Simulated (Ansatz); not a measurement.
Level of theory: DFT, PBE, scalar-relativistic, no spin polarisation; plane waves to 420 eV with PAW datasets (Ansatz 0.2.0), Γ-centred 12×12×12 mesh, 0.05 eV Gaussian smearing. The datasets are Ansatz's generated set soft_2.

A crystal of composition XP, relaxed at this level of theory, gives this pattern between 10° and 80°.

Cu Kα1 powder pattern (kinematic, no thermal factors).
2θ (°) (relative intensity): 29.43 (100), 34.12 (35), 49.02 (49), 58.22 (46), 61.08 (9), 71.85 (8), 79.49 (19)

Question: Which lattice and cell does the pattern come from?

Answer: Cubic, space group F-43m (No. 216), a = 5.252 Å, b = 5.252 Å, c = 5.252 Å, α = 90.00°, β = 90.00°, γ = 90.00°. The line positions fix the lattice at most, not the space group, and lines under 1 % of the strongest aren't listed; this is the group of the computed cell.

A compound XP has these computed properties.

```json
{"Band gap": "zero (metallic)", "Density of states at the Fermi level": "0.55 states/(eV·atom)", "Bader charges": "X -0.27; P 0.27 e", "Formation energy from the elements (0 K, uncorrected)": "-0.40 eV/atom", "Bulk modulus (Birch–Murnaghan)": "170 GPa", "Pressure derivative B0′": "4.7"}
```

Sites: X on 4a, P on 4d.

Question: Which element is X?
A. Au
B. Ir
C. Os
D. Pt

Answer: B. X is Ir, so the compound is IrP.

This is a trial structure made by placing the elements on a prototype's sites, so it needn't be the stable form.

These numbers lack spin–orbit coupling.
